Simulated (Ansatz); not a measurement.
Input:

CdS:
Space group P6₃mc (No. 186); a = 4.121 Å, b = 4.121 Å, c = 13.437 Å, α = 90.00°, β = 90.00°, γ = 120.00°

| atom | site | symmetry | x | y | z |
|---|---|---|---|---|---|
| Cd | 2a | 3m. | 0.0000 | 0.0000 | 0.0004 |
| Cd | 2b | 3m. | 0.3333 | 0.6667 | 0.2502 |
| S | 2a | 3m. | 0.0000 | 0.0000 | 0.3126 |
| S | 2b | 3m. | 0.3333 | 0.6667 | 0.0624 |

This is the PBEsol-relaxed structure.

Problem. All from DFT-PBEsol in the program Ansatz with PAW potentials, unless another level is named. Give the largest static χ(2) component.

Solution. 34 pm/V.

Problem. Predict the electronic dielectric constant ε∞ (DFPT).

Solution. 6.33 (xx = yy), 6.37 (zz).

Problem. Predict the Born charges (a third of the trace).

Solution. Cd +2.15, S -2.15 e.

Space group P6_3mc. A made-up cell: these elements were put on the sites of a structure type. Its sites differ from those of the usual phase in this space group: another stacking or structure type. The cell was relaxed with PBEsol under the symmetry of its start; its stability against distortions is not shown here. Spin–orbit coupling is left out wherever it is not named.

Potentials: the later of the program's two PAW sets.
